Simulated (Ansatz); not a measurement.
Relaxed-ion elastic tensor of V2O3 (corundum, R-3c) in GPa (Voigt order), plane-wave PAW PBE (Ansatz code); density 5.12 g/cm³, 9.73 Å³ per atom.

```
  319    140    179  -19.1    0.0    0.0
  140    319    179   19.1    0.0    0.0
  179    179    383    0.0    0.0    0.0
-19.1   19.1    0.0    143    0.0    0.0
  0.0    0.0    0.0    0.0    143  -19.1
  0.0    0.0    0.0    0.0  -19.1   89.6
```

### Question
Is the crystal mechanically stable?

### Answer
Yes: the smallest eigenvalue of C is 83.4 GPa.

### Question
Work out the Voigt, Reuss and Hill averages.

### Answer
K_V = 224, K_R = 219, K_H = 222; G_V = 110, G_R = 101, G_H = 105 GPa.

### Question
Give Young's modulus, Poisson's ratio, Pugh's ratio and the universal anisotropy index.

### Answer
E = 9KG/(3K + G) = 273 GPa; ν = 0.29; K/G = 2.10 (ductile by the Pugh limit of 1.75); A_U = 5G_V/G_R + K_V/K_R − 6 = 0.46.

### Question
Estimate the sound speeds and the Debye temperature.

### Answer
v_l = √((K + 4G/3)/ρ) = 8410 m/s, v_t = √(G/ρ) = 4540 m/s, mean 5070 m/s; Θ = (h/k)(3n/4πV)^(1/3) v_m = 707 K.

### Question
Solve the Christoffel equation for the three sound speeds along x, y, z.

### Answer
Eigenvalues of C_ijkl n_j n_l equal ρv². In km/s, slowest first: x 4.04, 5.39, 7.89; y 4.18, 5.24, 7.92; z 5.28, 5.28, 8.65.

### Question
How much does each axis shrink under pressure?

### Answer
Linear compressibilities β_i = Σ_j S_ij (j = 1 to 3): x 1.8, y 1.8, z 0.90 per TPa.

The cell was relaxed with PBE under the symmetry of its start. Magnetic state: ferromagnetic, chosen from 5 collinear starts compared on coarse meshes (ties went to the first, and starts can fall back to one state), not a proven ground state. No Hubbard U is applied. As this level gives no gap, shear constants depend on the k-mesh and smearing (Fermi–Dirac, 0.1 eV here). On the denser mesh and wider smearing of the elastic run this cell carries a stress of 0.5 GPa.

Potentials: the later of the program's two PAW sets.
